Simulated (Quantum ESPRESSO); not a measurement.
Band energies of CdS

```xyz
2
Lattice="0.0000 2.8791 2.8791 2.8791 0.0000 2.8791 2.8791 2.8791 0.0000" Properties=species:S:1:pos:R:3 pbc="T T T"
S      4.3187     4.3187     4.3187
Cd     0.0000     0.0000     0.0000
```

LDA (pw.x of Quantum ESPRESSO, ONCV potentials, no spin-orbit coupling); path ΓXWKΓLUWLK,UX; energies in eV from the valence-band maximum.

| k (1/Å) | point | band 9 | band 10 | band 11 | band 12 | band 13 | band 14 | band 15 | band 16 |
|---|---|---|---|---|---|---|---|---|---|
| 0.00 | Γ | -7.37 | -7.37 | 0.00 | 0.00 | 0.00 | 0.94 | 6.32 | 6.32 |
| 0.55 |  | -7.39 | -7.32 | -2.45 | -1.12 | -1.12 | 3.45 | 4.59 | 7.99 |
| 1.09 | X | -7.27 | -6.88 | -4.23 | -2.06 | -2.06 | 3.25 | 4.19 | 9.08 |
| 1.64 | W | -7.36 | -6.66 | -4.20 | -2.51 | -2.38 | 5.23 | 5.42 | 7.07 |
| 2.02 | K | -7.32 | -6.72 | -4.24 | -2.78 | -1.68 | 4.00 | 5.36 | 8.31 |
| 2.34 |  | -7.37 | -6.99 | -3.94 | -2.45 | -1.00 | 4.33 | 5.79 | 6.85 |
| 2.86 |  | -7.38 | -7.36 | -1.52 | -0.52 | -0.13 | 2.27 | 5.87 | 6.60 |
| 3.18 | Γ | -7.37 | -7.37 | 0.00 | 0.00 | 0.00 | 0.94 | 6.32 | 6.32 |
| 3.39 |  | -7.37 | -7.37 | -0.95 | -0.11 | -0.11 | 1.72 | 6.10 | 6.50 |
| 4.02 |  | -7.33 | -7.03 | -4.61 | -0.80 | -0.80 | 2.82 | 6.84 | 6.84 |
| 4.12 | L | -7.32 | -6.95 | -4.76 | -0.83 | -0.83 | 2.81 | 6.82 | 6.82 |
| 4.57 |  | -7.33 | -6.79 | -4.37 | -2.41 | -1.35 | 4.17 | 5.61 | 7.65 |
| 4.79 | U | -7.32 | -6.72 | -4.24 | -2.78 | -1.68 | 4.00 | 5.36 | 8.31 |
| 5.08 |  | -7.35 | -6.67 | -4.21 | -2.60 | -2.23 | 5.01 | 5.39 | 7.22 |
| 5.18 | W | -7.36 | -6.66 | -4.20 | -2.51 | -2.38 | 5.23 | 5.42 | 7.07 |
| 5.66 |  | -7.33 | -6.87 | -4.57 | -1.71 | -1.12 | 3.79 | 5.86 | 7.17 |
| 5.95 | L | -7.32 | -6.95 | -4.76 | -0.83 | -0.83 | 2.81 | 6.82 | 6.82 |
| 6.12 |  | -7.33 | -6.92 | -4.69 | -1.19 | -0.92 | 3.21 | 6.31 | 7.02 |
| 6.54 |  | -7.32 | -6.73 | -4.25 | -2.76 | -1.57 | 4.10 | 5.51 | 8.06 |
| 6.62 | K | -7.32 | -6.72 | -4.24 | -2.78 | -1.68 | 4.00 | 5.36 | 8.31 |
| 6.62 | U | -7.32 | -6.72 | -4.24 | -2.78 | -1.68 | 4.00 | 5.36 | 8.31 |
| 7.00 | X | -7.27 | -6.88 | -4.23 | -2.06 | -2.06 | 3.25 | 4.19 | 9.08 |

The LDA gap is direct, 0.94 eV at Γ.

Spin-orbit splittings are left out.

Geometry relaxed with LDA.
